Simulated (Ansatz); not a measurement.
**YSe: pressure against volume, fitted**

```yaml
crystal:
  lattice:
    - [0.00000, 2.87500, 2.87500]
    - [2.87500, 0.00000, 2.87500]
    - [2.87500, 2.87500, 0.00000]
  atoms:
    - { symbol: Y, position: [0.00000, 0.00000, 0.00000] }
    - { symbol: Se, position: [0.50000, 0.50000, 0.50000] }
```

Atoms are numbered in the order listed.

The geometry is COD entry 1527462, unchecked; take it as a test cell.

Spin polarisation is left out, and whether a magnetic state lies lower isn't shown here.

Theory: DFT, LDA, all-electron LAPW, scalar-relativistic in Ansatz 0.2.0.

Sampling and basis: a Γ-centred 7×7×7 k mesh, Fermi–Dirac smearing of 0.03 eV, basis error target 0.25 meV/atom, no spin polarisation.

The cell is scaled evenly. Fractional coordinates are held (clamped ions).

| V (Å³/atom) | P (GPa) |
| --- | --- |
| 22.338 | 0.52 |
| 22.813 | -1.40 |
| 23.288 | -3.11 |
| 23.526 | -3.89 |
| 23.764 | -4.63 |
| 24.001 | -5.33 |
| 24.239 | -5.99 |
| 25.189 | -8.27 |

Task: Fit a third-order Birch–Murnaghan curve to the pressures.

Result: P = (3B0/2)(y^(7/2) − y^(5/2))[1 + (3/4)(B0′ − 4)(y − 1)] with y = (V0/V)^(2/3) fits within 0.01 GPa for V0 = 22.461 Å³/atom, B0 = 93.2 GPa and B0′ = 4.49.

Task: Predict the pressure at the withheld volume, 24.714 Å³/atom.

Result: There y = 0.9383, so the fit gives -7.20 GPa; the run gave -7.20 GPa.
